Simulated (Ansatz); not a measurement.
The relaxed structure here is a generated cell of CdS: the first start was made by a random draw of sites in a space group, and the end was not matched to a known phase here, so it may be hypothetical. Known forms of CdS include space group No. 186, 216.

A relaxed structure of CdS. Space group R-3m (No. 166). Computed with r2SCAN (plane waves to 500 eV, PAW, scalar-relativistic; Ansatz, an electronic-structure program).

```cif
data_Cd9S9
_chemical_formula_sum 'Cd9 S9'
_space_group_name_H-M_alt 'R-3m :H'
_space_group_IT_number 166
_space_group_name_Hall '-R 3 2"'
_cell_length_a 6.83541
_cell_length_b 6.83541
_cell_length_c 11.37821
_cell_angle_alpha 90.000
_cell_angle_beta 90.000
_cell_angle_gamma 120.000
loop_
_atom_site_label
_atom_site_type_symbol
_atom_site_symmetry_multiplicity
_atom_site_Wyckoff_symbol
_atom_site_fract_x
_atom_site_fract_y
_atom_site_fract_z
_atom_site_occupancy
Cd1 Cd 9 e 0.00000 0.50000 0.00000 1
S1 S 6 c 0.00000 0.00000 0.19524 1
S2 S 3 b 0.00000 0.00000 0.50000 1
```
(The calculation used a cell of 6 atoms; values per cell refer to that cell.)

For CdS, the volume per atom is 25.58 Å³ and the band gap comes out as 1.09 eV, indirect (valence top at T, conduction bottom at Γ) (no spin-orbit coupling). The smallest direct gap is 2.41 eV at L and the shortest distances comes out as Cd–S 2.52 Å; Cd–Cd 3.42 Å; S–S 3.47 Å. The k-mesh is 6×6×6.

Band energies at high-symmetry points (eV from the VBM; labels of this space group; no spin-orbit coupling), from −5 eV up to 5.5 eV:

```json
[
 {"point": "Γ", "energies": "-3.81 -2.93 -2.93 -2.84 -2.84 -2.08 -1.70 -1.70 -1.36 1.09 2.77 2.77 3.40 3.40"},
 {"point": "T", "energies": "-4.70 -3.85 -3.85 -3.07 -3.07 -2.16 -0.08 0.00 0.00 3.80 3.80 4.79 4.79 4.86 4.88"},
 {"point": "H2", "energies": "-4.66 -4.10 -4.00 -2.50 -2.32 -2.04 -0.79 -0.49 -0.11 3.58 3.69 3.90 4.15 4.72"},
 {"point": "H0", "energies": "-4.66 -4.10 -4.00 -2.50 -2.32 -2.04 -0.79 -0.49 -0.11 3.58 3.69 3.90 4.15 4.72"},
 {"point": "L", "energies": "-4.20 -3.55 -3.11 -2.94 -2.39 -2.12 -1.86 -1.56 -0.35 2.05 3.29 3.70 4.63 5.32"},
 {"point": "S0", "energies": "-4.45 -4.24 -3.40 -2.58 -2.29 -1.78 -1.59 -0.52 -0.18 2.55 2.82 3.37 4.66"},
 {"point": "S2", "energies": "-4.45 -4.24 -3.40 -2.58 -2.29 -1.78 -1.59 -0.52 -0.18 2.55 2.82 3.37 4.66"},
 {"point": "F", "energies": "-4.53 -4.24 -3.44 -2.38 -2.24 -1.78 -1.71 -0.49 -0.16 2.53 2.84 3.55 4.80"}
]
```

No spin polarisation in the result.

The run could not lose the symmetry of its start: the end is stationary, and may be a saddle point rather than a minimum.
